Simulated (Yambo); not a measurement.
G0W0@PBEsol for TiZnO₃ (space group R-3, No. 148) in Yambo (2×2×2 mesh, 7 Ry block, plasmon pole, screening fixed), without a terminator:

```json
[
 {"bands N in G": "89", "gap F → F (eV)": "5.275", "shift of the valence edge (eV)": "0.174"},
 {"bands N in G": "130", "gap F → F (eV)": "5.291", "shift of the valence edge (eV)": "-0.108"},
 {"bands N in G": "185", "gap F → F (eV)": "5.260", "shift of the valence edge (eV)": "-0.259"}
]
```

Question: Extrapolate both columns to infinite N with E(N) = E∞ + A/N, test the form, and compare with the terminator.

Answer: From two points, E∞ = (N2 E2 − N1 E1)/(N2 − N1). The two largest N give 5.19 eV for the gap and -0.62 eV for the shift; the two smallest give 5.33 eV and -0.72 eV. For the gap the slopes A are -4.5 and 14 eV: the form isn't reached, and its limit is uncertain. For the shift the slopes A are 80 and 66 eV: the form isn't reached, and its limit is uncertain. With the Bruneval-Gonze terminator and 185 bands the run gives 5.15 eV and -0.48 eV, 0.03 eV and 0.14 eV from the extrapolated values: the terminator too is an estimate of the remainder. Block, mesh and the bands in W are held fixed.

Geometry of the Materials Project entry, not relaxed at this level; primitive cell a = 5.551 Å, b = 5.551 Å, c = 5.551 Å, α = 55.04°, β = 55.04°, γ = 55.04°.

The structure is a Materials Project entry; no match was found in the copy of COD used, and its stability was not checked.

A shift is the quasiparticle energy of the state minus its PBEsol energy.
